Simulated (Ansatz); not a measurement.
## In$_{2}$Te$_{2}$O$_{7}$: reading a single point

```
O In Te
1.0
    -3.51279    0.00000    4.64819
     1.08833   -5.12015    0.00000
     3.51279    0.00000    4.64819
O In Te
7 2 2
Direct
  0.00000 0.00000 0.00000
  0.59000 0.78200 0.41000
  0.41000 0.21800 0.59000
  0.92200 0.28900 0.40200
  0.40200 0.71100 0.92200
  0.07800 0.71100 0.59800
  0.59800 0.28900 0.07800
  0.30700 0.50000 0.30700
  0.69300 0.50000 0.69300
  0.76800 0.09200 0.23200
  0.23200 0.90800 0.76800
```

Level: r2SCAN, no spin polarisation; 500 eV; 5×6×5 Γ-centred mesh; fermi-dirac occupations (width 0.1 eV); Ansatz 0.2.0, fixed geometry.

Forces: The largest is on O2 (and as large on other atoms): 3.87 eV/Å, components (1.33, 3.64, 0.00). It makes 170° with the line to a nearest neighbour, Te10 at 1.83 Å, pointing away from it.
Stress: The pressure is 22.7 GPa (compression positive), so with the atoms held at these fractions the cell would first expand; the forces are large, so a full relaxation may end otherwise. The principal stresses 19.1, 21.2, 27.9 GPa differ, so its shape would change too.
Formation energy: -0.72 eV an atom against the elements' usual phases (free molecules for gases, crystals otherwise, with no correction for O₂ or N₂), so it is bound against them; other compounds may still compete. Relaxing would lower it.
Contacts: O–Te at 1.79 Å: least valence density 1.15 e/Å³ and ELF 0.37 there. In–O at 2.26 Å: least valence density 0.41 e/Å³ and ELF 0.14 there. These are pseudo-fields; inside the PAW spheres they differ from the all-electron ones.
Electronic structure: It is a metal, with about 2.1 states/eV a cell as the mean within 0.25 eV of the Fermi level, mostly O p (32 %), In s (27 %) and Te s (16 %).

Origin: a known structure type with other elements, at an estimated volume, so it need not be a known compound. Caveats: atoms or cell far from equilibrium.
